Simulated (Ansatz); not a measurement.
# Trial structures of Nb3C: starts and ends

Theory: DFT PBE, scalar-relativistic, plane waves, PAW (Ansatz). All cells share a 420 eV cutoff and Γ-centred k meshes spaced at most about 0.3 Å⁻¹ (about 0.25 or finer for metals, 2π included). No spin polarisation in the final relaxations.

Each guess was relaxed in cell and atoms at zero pressure, within the symmetry of its start. These are static total energies at zero pressure. Coordination counts Nb atoms around C (those within 1.25 times the shortest such distance or 1.15 times the sum of covalent radii; a plus sign parts nearer from farther groups).

```
guess    made from  start group  V start (Å³/atom)                 end group  V end (Å³/atom)  coordination at the end  gap on mesh (eV)  E over the lowest end (meV/atom)
    1   NbIr3 type        Pm-3m               15.6                         ?                ?                        ?                 ?                                 ?
    2   Pm3Al type     P6_3/mmc               20.5  P6_3/mmc (Ni3Sn (D0_19))             14.7                     C 12                 0                               737
    3  random cell        Fm-3m               16.9       Fm-3m (BiF3 (D0_3))             14.9                    C 8+6                 0                               944
    4   PrBr3 type       P6_3/m               13.7                    P6_3/m             15.2                      C 9                 0                                 0
```

Guess 1 as it starts:

```xyz
4
Lattice="3.9686 0.0000 0.0000 0.0000 3.9686 0.0000 0.0000 0.0000 3.9686" Properties=species:S:1:pos:R:3 pbc="T T T"
Nb    1.9843    1.9843    0.0000
Nb    1.9843    0.0000    1.9843
Nb    0.0000    1.9843    1.9843
C     0.0000    0.0000    0.0000
```

Problem. Fill in the missing row: what does this guess relax into, and where does it rank?

Solution. It ends in the Cu3Au (L1_2) type, space group Pm-3m (No. 221), with a = 3.877 Å, 14.6 Å³/atom and no gap. It lies 0.69 eV/atom over the lowest end, above guess 4 and below guess 2. Counting Nb atoms around C, this end has C 12 and the lowest (guess 4) has C 9.

```
Nb C
1.0
     3.87696    0.00000    0.00000
     0.00000    3.87696    0.00000
     0.00000    0.00000    3.87696
Nb C
3 1
Direct
  0.50000 0.50000 0.00000
  0.50000 0.00000 0.50000
  0.00000 0.50000 0.50000
  0.00000 0.00000 0.00000
```

Formation energies are uncorrected and refer to the elements' standard structures at the same level.

Problem. Is the lowest end bound against the elements?

Solution. Too close to call: its formation energy is +0.03 eV/atom. The formation energy is too near zero to say whether this cell lies below the elements.

The reference form of C is held partly by dispersion forces, which this level lacks. Cells relaxed within their symmetry can be saddle points. A lower structure may well exist outside this small set. Some structure types and database cells were kept out of the candidates from the start, so a known form may be missing.
